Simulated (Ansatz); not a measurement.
Theory: DFT PBE, scalar-relativistic, plane waves, PAW (Ansatz 0.2.0). All cells share a 420 eV cutoff and Γ-centred k meshes spaced at most about 0.3 Å⁻¹ (about 0.25 or finer for metals, 2π included). No spin polarisation in the final relaxations.

Temperature and zero-point effects are left out.

Two relaxed structures of SbTe2O:

A.

```cif
data_structure
_symmetry_space_group_name_H-M 'P6/mmm'
_symmetry_Int_Tables_number 191
_cell_length_a 5.2964
_cell_length_b 5.2964
_cell_length_c 4.2570
_cell_angle_alpha 90.000
_cell_angle_beta 90.000
_cell_angle_gamma 120.000
_cell_volume 103.42
loop_
_atom_site_label
_atom_site_type_symbol
_atom_site_symmetry_multiplicity
_atom_site_Wyckoff_symbol
_atom_site_fract_x
_atom_site_fract_y
_atom_site_fract_z
_atom_site_occupancy
Sb1 Sb 1 a 0.00000 0.00000 0.00000 1
Te1 Te 2 d 0.66667 0.33333 0.50000 1
O1 O 1 b 0.00000 0.00000 0.50000 1
```

B.

```cif
data_structure
_symmetry_space_group_name_H-M 'P-6m2'
_symmetry_Int_Tables_number 187
_cell_length_a 4.0280
_cell_length_b 4.0280
_cell_length_c 6.9036
_cell_angle_alpha 90.000
_cell_angle_beta 90.000
_cell_angle_gamma 120.000
_cell_volume 97.00
loop_
_atom_site_label
_atom_site_type_symbol
_atom_site_symmetry_multiplicity
_atom_site_Wyckoff_symbol
_atom_site_fract_x
_atom_site_fract_y
_atom_site_fract_z
_atom_site_occupancy
Sb1 Sb 1 f 0.66667 0.33333 0.50000 1
Te1 Te 2 g 0.00000 0.00000 0.20988 1
O1 O 1 c 0.33333 0.66667 0.00000 1
```

Task: Which would you expect to be lower, and how large is the difference?

Result: A is lower, by 80 meV/atom. A has space group P6/mmm (No. 191), 25.9 Å³/atom and no gap on its mesh; B has space group P-6m2 (No. 187), 24.3 Å³/atom and no gap. Counting Sb or Te atoms around O (for each partner element, those within 1.25 times its shortest distance or 1.15 times the sum of covalent radii, where it is the nearest in units of that sum or under 1.3; the shortest distance is added where it is long for a bond), A has O 2 and B has O 6 from 2.7 Å. B holds Te–Te pairs (shortest 2.90 Å); in A the shortest Te–Te distance is 3.06 Å, near bonding range too. Even the lower one lies +0.17 eV/atom against the reference forms of the elements (uncorrected), so neither is stable at this level. In A, Sb has 2 O at 2.13 Å; around Te lie 3 O at 3.06 Å and 3 Te at 3.06 Å; O is surrounded by 2 Sb at 2.13 Å and 6 Te at 3.06 Å. In B, Sb has 6 Te at 3.07 Å; around Te lie 3 O at 2.74 Å, 1 Te at 2.90 Å and 3 Sb at 3.07 Å; O is surrounded by 6 Te at 2.74 Å. Both come from invented guesses. A third cell relaxed alike, in P6/mmm, lies 228 meV/atom below the lower of the two.

Weakly bound directions are ill-defined at this level, which has no dispersion term (P6/mmm), and this can change margins and order among such cells. These runs have no spin–orbit coupling, which can matter for Sb and Te. In P6/mmm, P-6m2 an odd number of electrons in the primitive cell allows no gap without spin; a larger cell or a magnetic state could open one. A magnetic state wasn't ruled out in cells without spin, among them P6/mmm, P-6m2. Cells relaxed within their symmetry can be saddle points.
